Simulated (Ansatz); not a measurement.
TaCo₃ (Cu3Au type, space group No. 221) at seven volumes, the program Ansatz at the PBEsol level (PAW), scaled uniformly. One row is withheld.

| V (Å³/atom) | P (GPa) |
|---|---|
| 10.520 | 31.73 |
| 10.867 | 19.41 |
| 11.214 | 8.93 |
| 11.561 | 0.01 |
| 11.908 | -7.57 |
| 12.254 | ? |
| 12.601 | -19.46 |

Task: Fit the shown pressures and predict the withheld one.

Result: P = (3/2)B₀(x^(7/2) − x^(5/2))[1 + (3/4)(B′ − 4)(x − 1)] with x = (V₀/V)^(2/3). Least squares on the six rows gives V₀ = 11.562 Å³/atom, B₀ = 273 GPa, B′ = 4.39. At V = 12.254, x = 0.9620 and P = -13.97 GPa. The run itself gave -14.00 GPa.

Space group Pm-3m (Cu3Au type). The workflow started from an entry of the Crystallography Open Database (COD), which files this formula under 2 space groups. Whether it is the stable phase at ambient conditions was not checked. Symmetry was held in the PBEsol relaxation; of distortions, only those at the zone centre were tested. The workflow began spin-polarised and lost its moments. Scalar-relativistic: spin–orbit coupling is off unless named, which matters more the heavier the elements.

Potentials: the later of the program's two PAW sets.
